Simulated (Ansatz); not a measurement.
# Kick test of a cell of TaAs3

It was reached by relaxing an invented guess, and it needn't be the stable form of this composition.

Level of theory: DFT PBE, scalar-relativistic, plane waves, PAW in Ansatz 0.2.0. Settings: cutoff 420 eV, Γ-centred mesh 10×10×6 on the computed 4-atom cell, Gaussian smearing of 0.10 eV; no spin polarisation.

The cell below (4 atoms, space group P4mm (No. 99)) is relaxed within its symmetry.

```
Ta As
1.0
     3.58725    0.00000    0.00000
     0.00000    3.58725    0.00000
     0.00000    0.00000    7.01842
Ta As
1 3
Direct
  0.50000 0.50000 0.11445
  0.00000 0.50000 0.81152
  0.00000 0.00000 0.26548
  0.50000 0.00000 0.81152
```

For the test a repeat of it with 8 atoms (edges 3.59, 3.59, 14.04 Å) was strained at random (σ = 1.5 % a component), the atoms were moved at random (σ = 0.10 Å), and all was relaxed again on a coarse 6×6×2 mesh (in the run’s order of axes) with 0.20 eV smearing, with no symmetry imposed.

No dispersion correction is applied, so the spacing and binding between layers, chains or molecules are poorly described. Spin–orbit coupling, which can matter for Ta, is left out.

Question: Does it come back?

Answer: It returns, within 1 meV/atom of the unmoved cell on that mesh and with the same symmetry when read at 0.1 Å (P1 at 0.01 Å, so small strains and shifts remain). So it is stable against the distortions that fit this cell and that this random move excites. Modes that don't fit the cell aren't tested.
